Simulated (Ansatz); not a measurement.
TiS2 (CdI2 type)

```
TiS2
1.0
    3.36050     0.00000     0.00000
   -1.68025     2.91028     0.00000
    0.00000     0.00000     5.52286
Ti S
1 2
Direct
  0.00000   0.00000   0.00000
  0.33333   0.66667   0.25856
  0.66667   0.33333   0.74144
```

E(V) scan at fixed shape, V₀ the volume above. The atoms relax within the cell's symmetry.

All values below come from PBE-D3(BJ) (plane waves to 420 eV, PAW, scalar-relativistic; Ansatz, a quantum-chemistry and plane-wave program). k mesh 16×16×9 (Γ-centred), Fermi-Dirac smearing 0.05 eV. E stands for the smeared free energy. Stress and pressure are positive under compression. With the shape held, the modulus is that of even scaling; a crystal free to change shape is softer. At this level the bands of TiS2 touch or barely overlap. The PAW data are Ansatz's earlier set. TiS2 is run without spin polarisation. TiS2 was relaxed with its symmetry unable to fall. ΔE is measured from the relaxed starting cell. The last digit holds for this mesh only.

```json
[
 {"V (Å³/atom)": "16.924", "ΔE (meV/atom)": "withheld"},
 {"V (Å³/atom)": "17.104", "ΔE (meV/atom)": "7.8"},
 {"V (Å³/atom)": "17.284", "ΔE (meV/atom)": "4.9"},
 {"V (Å³/atom)": "17.464", "ΔE (meV/atom)": "2.7"},
 {"V (Å³/atom)": "17.644", "ΔE (meV/atom)": "1.2"},
 {"V (Å³/atom)": "17.824", "ΔE (meV/atom)": "0.3"},
 {"V (Å³/atom)": "18.004", "ΔE (meV/atom)": "0.0"},
 {"V (Å³/atom)": "18.185", "ΔE (meV/atom)": "0.3"},
 {"V (Å³/atom)": "18.365", "ΔE (meV/atom)": "1.1"},
 {"V (Å³/atom)": "18.545", "ΔE (meV/atom)": "2.4"},
 {"V (Å³/atom)": "18.725", "ΔE (meV/atom)": "4.2"},
 {"V (Å³/atom)": "18.905", "ΔE (meV/atom)": "6.5"},
 {"V (Å³/atom)": "19.085", "ΔE (meV/atom)": "9.2"}
]
```

**Question.** Fit a third-order Birch-Murnaghan form (E₀, V₀, B₀, B₀′ free) to the given rows and predict ΔE at V = 16.924.

**Answer.** Least squares on the 12 given rows: ΔE = E₀ + (9V₀B₀/16)·y²·[2 + (B₀′ − 4)y], y = (V₀/V)^(2/3) − 1, with V₀ = 18.006 Å³/atom, B₀ = 50.46 GPa (160.2 GPa = 1 eV/Å³; the term in eV is multiplied by 1000), B₀′ = 4.24, E₀ = 0.00 meV/atom; root-mean-square residual 0.01 meV/atom. At 16.924 the fit gives 11.4 meV/atom; the calculation gives 11.4 meV/atom, the same to the digits shown. For the pressure the fit gives 3.6 GPa against the computed 3.6 GPa.

(A scan under strain: stresses follow from slopes of the energy per volume, elastic moduli from its curvatures.)
